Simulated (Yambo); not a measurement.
G0W0@LDA for CdBr$_{2}$ (space group R-3m, No. 166) in Yambo. Reference settings: 4×4×4 Γ-centred k mesh, bands 5 to 131 and a 7 Ry block in the screening, 131 bands in G with the Bruneval-Gonze terminator, plasmon pole fitted at 27.2 eV. The LDA gap Z → Γ on this mesh is 2.55 eV; G0W0 gaps are taken between the same points.

The settings were changed. The gap went from 4.44 eV to 4.43 eV, and the shift of the valence edge from -1.07 eV to -0.99 eV.

Problem. Name the change that produced these shifts.
A) 102 bands in W, 102 bands in G, 6 Ry block
B) 34 bands in W, 34 bands in G, 3 Ry block
C) 34 bands in W, 34 bands in G, 2 Ry block
D) 34 bands in W, 34 bands in G, 4 Ry block

Solution. A, 102 bands in W, 102 bands in G, 6 Ry block. The others gave (gap, valence shift): 34 bands in W, 34 bands in G, 2 Ry block: 4.64, -0.67 eV; 34 bands in W, 34 bands in G, 3 Ry block: 4.64, -0.68 eV; 34 bands in W, 34 bands in G, 4 Ry block: 4.66, -0.69 eV.

Spin-orbit coupling is not included.

Geometry of the Materials Project entry, not relaxed at this level; primitive cell a = b = c = 6.893 Å, α = β = γ = 33.92°.

A shift is the quasiparticle energy of the state minus its LDA energy.

The distance between layers or molecules is the database entry's, not relaxed here. Functionals without dispersion can leave it too large, which widens gaps and weakens the response across layers: the numbers belong to this cell.
